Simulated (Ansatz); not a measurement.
## TiO (P-6m2), stationary points along a deformation path

Computed with Ansatz, DFT r2SCAN, scalar-relativistic, plane waves, PAW. Cutoff 500 eV, Γ-centred 12×12×12 k-points, Gaussian smearing of 0.03 eV. No spin polarisation. Energies are free energies at this smearing, counted from the undisturbed cell; pressure is positive in compression.

The undisturbed cell (as given, not relaxed at this level; it stands at -39.6 GPa; this form isn't the usual structure):

```
CELL_PARAMETERS angstrom
3.03100 0.00000 0.00000
-1.51550 2.62492 0.00000
0.00000 0.00000 3.23770
ATOMIC_POSITIONS crystal
Ti 0.66667 0.33333 0.00000
O 0.00000 0.00000 0.50000
```

At fixed volume and fractional coordinates, lengths along (0.000, 0.000, 1.000) are scaled against those across it; ρ is that ratio over its starting value. V = 12.880 Å³/atom. Δσ is the stress along the axis less the mean stress across it (compression positive).

| ρ | ΔE (meV/atom) | Δσ (GPa) | space group |
| --- | --- | --- | --- |
| 0.800 | 88.3 | 32.89 | P-6m2 |
| 0.850 | 2.0 | 19.72 | P-6m2 |
| 0.920 | -43.4 | 1.30 | P-6m2 |
| 0.960 | -33.8 | -9.79 | P-6m2 |
| 1.000 | 0.0 | -21.25 | P-6m2 |
| 1.050 | 74.6 | -36.00 | P-6m2 |
| 1.100 | 182.9 | -50.92 | P-6m2 |
| 1.200 | 487.8 | -79.99 | P-6m2 |
| 1.300 | 888.1 | -106.33 | P-6m2 |

Question: How does the stress give the slope of the energy, and where is the energy stationary?

Answer: Along the path d ln(length) is 2/3 d ln ρ on the axis and −1/3 d ln ρ across it, so dE/d ln ρ = −(2/3) V Δσ: the energy falls with ρ where Δσ is positive. Δσ vanishes or changes sign between ρ = 0.920 and 0.960, a minimum (near 0.92 by linear interpolation). Pairs of stationary points between two samples would go unseen, and could change a minimum read from distant neighbours into a maximum.

Question: Integrate that slope from ρ = 1 to 0.850 by the trapezoid rule.

Answer: With V/N in Å³ and 1 eV/Å³ = 160.2 GPa the slopes at ρ = 1.000, 0.960, 0.920, 0.850 are 1139, 525, -70, -1057 meV/atom per unit of ln ρ. The steps add (-34.0) + (-9.7) + 44.6 = 0.9 meV/atom, against 2.0 from the energies; the trapezoid rule misses the curvature of the slope within each step.

Question: Is the start the lowest point of the path?

Answer: No: ρ = 0.920 lies 43.4 meV/atom lower, with no sampled rise above the start on the way. Volume and inner coordinates are held, so a relaxed structure there would lie lower still.

The gap closes along the scan, which can put kinks into the curve.

Cost: 9 runs of about 1.8 core-minutes in all, on AMD EPYC (Zen 3) (shared hosts).